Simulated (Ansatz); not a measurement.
This Al2P structure is the end of a relaxation. The cell was found from a structure generator's guess, not taken from experiment.

Level of theory: DFT PBE, scalar-relativistic, plane waves, PAW in Ansatz. Cutoff 420 eV, Γ-centred mesh, Gaussian smearing, no spin polarisation.

```cif
data_structure
_symmetry_space_group_name_H-M 'P 1'
_symmetry_Int_Tables_number 1
_cell_length_a 2.7563
_cell_length_b 3.6420
_cell_length_c 6.0405
_cell_angle_alpha 90.000
_cell_angle_beta 90.000
_cell_angle_gamma 90.000
_cell_volume 60.64
loop_
_atom_site_label
_atom_site_type_symbol
_atom_site_fract_x
_atom_site_fract_y
_atom_site_fract_z
_atom_site_occupancy
Al1 Al 0.50000 0.00000 0.22248 1
Al2 Al 0.50000 0.00000 0.77752 1
P1 P 0.50000 0.50000 0.50000 1
```

Energies over the elements count from the elements' standard structures at the same level, with no fitted energy shifts. The references include black phosphorus.

Question: What space group does it have?

Answer: Pmmm (No. 47). Conventional cell: a = 2.756 Å, b = 3.642 Å, c = 6.041 Å. Al is surrounded by 2 P at 2.48 Å and 3 Al at 2.69–2.76 Å; around P lie 4 Al at 2.48 Å and 2 P at 2.76 Å.

Question: What is its formation energy per atom?

Answer: +0.18 eV/atom. The separate elements lie lower, so it is unstable against them.

Question: Is it a metal?

Answer: Yes, bands cross the Fermi level on the 18×12×8 mesh.

The last run used an 18×12×8 mesh (in the run's order of axes) for its 3-atom cell and Gaussian smearing of 0.10 eV. An odd number of electrons in the primitive cell allows no gap without spin; a larger cell or a magnetic state could open one. The cell is a metal run without spin; a magnetic state may lie lower. The reference form of P is held partly by dispersion forces, which this level lacks. A structure relaxed within its symmetry needn't be a true minimum.
